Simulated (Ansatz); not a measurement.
Cs3HSe2O8:
```cif
data_H2Cs6O16Se4
_chemical_formula_sum 'Cs6 H2 Se4 O16'
_space_group_name_H-M_alt 'C2/m'
_space_group_IT_number 12
_space_group_name_Hall '-C 2y'
_cell_length_a 10.60522
_cell_length_b 6.18238
_cell_length_c 8.18659
_cell_angle_alpha 90.000
_cell_angle_beta 112.300
_cell_angle_gamma 90.000
loop_
_atom_site_label
_atom_site_type_symbol
_atom_site_symmetry_multiplicity
_atom_site_Wyckoff_symbol
_atom_site_fract_x
_atom_site_fract_y
_atom_site_fract_z
_atom_site_occupancy
Cs1 Cs 4 i 0.19856 0.00000 0.60606 1
Cs2 Cs 2 a 0.00000 0.00000 0.00000 1
H1 H 2 b 0.00000 0.50000 0.00000 1
Se1 Se 4 i 0.42716 0.00000 0.23838 1
O1 O 4 i 0.28310 0.00000 0.26688 1
O2 O 4 i 0.39078 0.00000 0.01665 1
O3 O 8 j 0.01677 0.28066 0.31470 1
```
(The calculation used a cell of 14 atoms; values per cell refer to that cell.)

This is the LDA-relaxed structure.

All from the program Ansatz at the LDA level (PAW), unless another level is named. Predict the highest zone-centre frequency (without LO–TO term).

1512 cm⁻¹.

Predict the bulk modulus (Birch–Murnaghan fit).

28.0 GPa.

The first step of the workflow began from a Materials Project structure, measured or hypothetical; the Crystallography Open Database files this formula in space group No. 12, but the cells were not matched. Its standing as an ambient phase is unchecked. The LDA relaxation kept the symmetry of its start; of distortions, only those at the zone centre were tested, and some modes there are weakly imaginary. Spin–orbit coupling is left out wherever it is not named.

Potentials: the later of the program's two PAW sets.
